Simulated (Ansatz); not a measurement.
## Data sheet: Mg (DFT)

Mg:
```cif
data_Mg8
_chemical_formula_sum 'Mg8'
_space_group_name_H-M_alt 'P 1'
_space_group_IT_number 1
_cell_length_a 5.69033
_cell_length_b 5.69033
_cell_length_c 5.69033
_cell_angle_alpha 90.000
_cell_angle_beta 90.000
_cell_angle_gamma 90.000
loop_
_space_group_symop_operation_xyz
  'x, y, z'
loop_
_atom_site_label
_atom_site_type_symbol
_atom_site_fract_x
_atom_site_fract_y
_atom_site_fract_z
_atom_site_occupancy
Mg1 Mg 0.00000 0.00000 0.00000 1
Mg2 Mg 0.50000 0.50000 0.50000 1
Mg3 Mg 0.25000 0.00000 0.50000 1
Mg4 Mg 0.75000 0.00000 0.50000 1
Mg5 Mg 0.50000 0.25000 0.00000 1
Mg6 Mg 0.50000 0.75000 0.00000 1
Mg7 Mg 0.00000 0.50000 0.25000 1
Mg8 Mg 0.00000 0.50000 0.75000 1
```

Space group Pm-3n (No. 223), A15 (β-W type); conventional cell a = 5.690 Å, b = 5.690 Å, c = 5.690 Å, α = 90.00°, β = 90.00°, γ = 90.00°.

Method: plane-wave PAW PBEsol (Ansatz code). Geometry: relaxed at this level of theory. Other levels are named where they apply.

**Cell and energy**

```yaml
volume_per_atom: 23.03 Å³
density: 1.75 g/cm³
```

**Electronic structure**

```yaml
electronic_character: metallic (no gap)
Density of states at the Fermi level: 0.34 states/eV per atom (mean over ±0.08 eV)
```

**Mechanics**

```yaml
Bulk modulus (Birch–Murnaghan fit): 35.1 GPa
Pressure derivative B′: 3.9
Elastic constants (relaxed ions, GPa): C11 = 77.7, C12 = 14.1, C44 = 5.4
mechanical_stability: stable (all eigenvalues of C positive)
hill_bulk_and_shear_moduli: 35.3 and 12.1 GPa
Young's modulus: 32.5 GPa
Poisson's ratio: 0.35
debye_temperature_from_the_elastic_constants: 309 K
```

**Phonons**

```yaml
highest_zone_centre_frequency: 328 cm⁻¹
zone_centre_stability: no imaginary mode at Γ
```

The start of the workflow was typed in or built on a structure type; neither database checked (COD, Materials Project) lists it. It is not the phase usual at ambient conditions (space group No. 194). The PBEsol relaxation kept the symmetry of its start. As this level gives no gap, shear constants depend on the k-mesh and smearing (Fermi–Dirac, 0.1 eV here). As this level gives no gap, phonon frequencies hold no LO–TO term and depend on the k-mesh and smearing (Fermi–Dirac, 0.1 eV here).

Potentials: the later of the program's two PAW sets.
